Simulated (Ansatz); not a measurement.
Ni₇Ge₄:
Space group P-6m2 (No. 187); a = b = 3.9301 Å, c = 9.8751 Å, α = β = 90.00°, γ = 120.00°

| atom | site | symmetry | x | y | z |
|---|---|---|---|---|---|
| Ni | 2g | 3m. | 0.0000 | 0.0000 | 0.3735 |
| Ni | 2g | 3m. | 0.0000 | 0.0000 | 0.1215 |
| Ni | 1f | -6m2 | 0.6667 | 0.3333 | 0.5000 |
| Ni | 2h | 3m. | 0.3333 | 0.6667 | 0.2455 |
| Ge | 2i | 3m. | 0.6667 | 0.3333 | 0.2415 |
| Ge | 1c | -6m2 | 0.3333 | 0.6667 | 0.0000 |
| Ge | 1d | -6m2 | 0.3333 | 0.6667 | 0.5000 |

Relaxed at zero pressure with the program Ansatz at the PBEsol level (PAW).

Question: The volume is lowered by 9 % and shape and atoms relax at that volume. What pressure results, and how do the axes share the change?

Answer: 21.8 GPa; a -2.8 %, b -2.8 %, c -3.7 %; the energy rises by 67 meV/atom.

Question: Give the new structure.

Answer: 
Space group P-6m2 (No. 187); a = b = 3.820 Å, c = 9.511 Å, α = β = 90.00°, γ = 120.00°

| atom | site | symmetry | x | y | z |
|---|---|---|---|---|---|
| Ni | 2g | 3m. | 0.0000 | 0.0000 | 0.3736 |
| Ni | 2g | 3m. | 0.0000 | 0.0000 | 0.1212 |
| Ni | 1f | -6m2 | 0.6667 | 0.3333 | 0.5000 |
| Ni | 2h | 3m. | 0.3333 | 0.6667 | 0.2480 |
| Ge | 2i | 3m. | 0.6667 | 0.3333 | 0.2352 |
| Ge | 1c | -6m2 | 0.3333 | 0.6667 | 0.0000 |
| Ge | 1d | -6m2 | 0.3333 | 0.6667 | 0.5000 |

The phase is kept; no other phase was compared at this pressure.

The workflow started from a Materials Project entry (that database holds measured and hypothetical structures alike); the Crystallography Open Database copy checked does not list it. Its standing as an ambient phase is unchecked. The PBEsol relaxation kept the symmetry of its start; of distortions, only those at the zone centre were tested. The run is not spin-polarised.

Potentials: the later of the program's two PAW sets.
